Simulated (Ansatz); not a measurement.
Computed with DFT PBE, scalar-relativistic, plane waves, PAW in Ansatz. Settings: cutoff 420 eV, Γ-centred meshes spaced at most about 0.3 Å⁻¹, and about 0.25 Å⁻¹ or finer for metals (2π included), Gaussian smearing. No spin polarisation in the final relaxations.

All energies are static (0 K, no zero-point motion). All come from trial cells, and lower structures may exist.

Question: These unrelaxed guesses for SiAs4 are each relaxed within their symmetry. Order them by the energy at which they end, lowest first.
A.

```cif
data_structure
_symmetry_space_group_name_H-M 'Im-3m'
_symmetry_Int_Tables_number 229
_cell_length_a 5.9622
_cell_length_b 5.9622
_cell_length_c 5.9622
_cell_angle_alpha 90.000
_cell_angle_beta 90.000
_cell_angle_gamma 90.000
_cell_volume 211.94
loop_
_atom_site_label
_atom_site_type_symbol
_atom_site_symmetry_multiplicity
_atom_site_Wyckoff_symbol
_atom_site_fract_x
_atom_site_fract_y
_atom_site_fract_z
_atom_site_occupancy
Si1 Si 2 a 0.00000 0.00000 0.00000 1
As1 As 8 c 0.25000 0.25000 0.75000 1
```

B.

```cif
data_structure
_symmetry_space_group_name_H-M 'Immm'
_symmetry_Int_Tables_number 71
_cell_length_a 3.9494
_cell_length_b 6.5301
_cell_length_c 7.5443
_cell_angle_alpha 90.000
_cell_angle_beta 90.000
_cell_angle_gamma 90.000
_cell_volume 194.57
loop_
_atom_site_label
_atom_site_type_symbol
_atom_site_symmetry_multiplicity
_atom_site_Wyckoff_symbol
_atom_site_fract_x
_atom_site_fract_y
_atom_site_fract_z
_atom_site_occupancy
Si1 Si 2 a 0.00000 0.00000 0.00000 1
As1 As 8 l 0.00000 0.80670 0.34410 1
```

C.

```cif
data_structure
_symmetry_space_group_name_H-M 'P-3m1'
_symmetry_Int_Tables_number 164
_cell_length_a 3.2893
_cell_length_b 3.2893
_cell_length_c 10.5765
_cell_angle_alpha 90.000
_cell_angle_beta 90.000
_cell_angle_gamma 120.000
_cell_volume 99.10
loop_
_atom_site_label
_atom_site_type_symbol
_atom_site_symmetry_multiplicity
_atom_site_Wyckoff_symbol
_atom_site_fract_x
_atom_site_fract_y
_atom_site_fract_z
_atom_site_occupancy
Si1 Si 1 a 0.00000 0.00000 0.00000 1
As1 As 2 d 0.33333 0.66667 0.86586 1
As2 As 2 d 0.33333 0.66667 0.37680 1
```

D.

```cif
data_structure
_symmetry_space_group_name_H-M 'I4/m'
_symmetry_Int_Tables_number 87
_cell_length_a 6.8266
_cell_length_b 6.8266
_cell_length_c 4.2226
_cell_angle_alpha 90.000
_cell_angle_beta 90.000
_cell_angle_gamma 90.000
_cell_volume 196.78
loop_
_atom_site_label
_atom_site_type_symbol
_atom_site_symmetry_multiplicity
_atom_site_Wyckoff_symbol
_atom_site_fract_x
_atom_site_fract_y
_atom_site_fract_z
_atom_site_occupancy
Si1 Si 2 a 0.00000 0.00000 0.00000 1
As1 As 8 h 0.09963 0.30039 0.50000 1
```

Answer: C (ends in P-3m1, 0 meV/atom), D (ends in I4/m, 33 meV/atom), B (ends in Immm, 92 meV/atom), A (ends in Im-3m, 240 meV/atom). Even the lowest end lies +0.22 eV/atom against the elements.

No dispersion correction is applied, so the spacing and binding between layers, chains or molecules are poorly described (P-3m1), and this can change margins and order among such cells. Cells relaxed within their symmetry can be saddle points. Some types were kept out of the candidates beforehand, so the set may lack a known form.
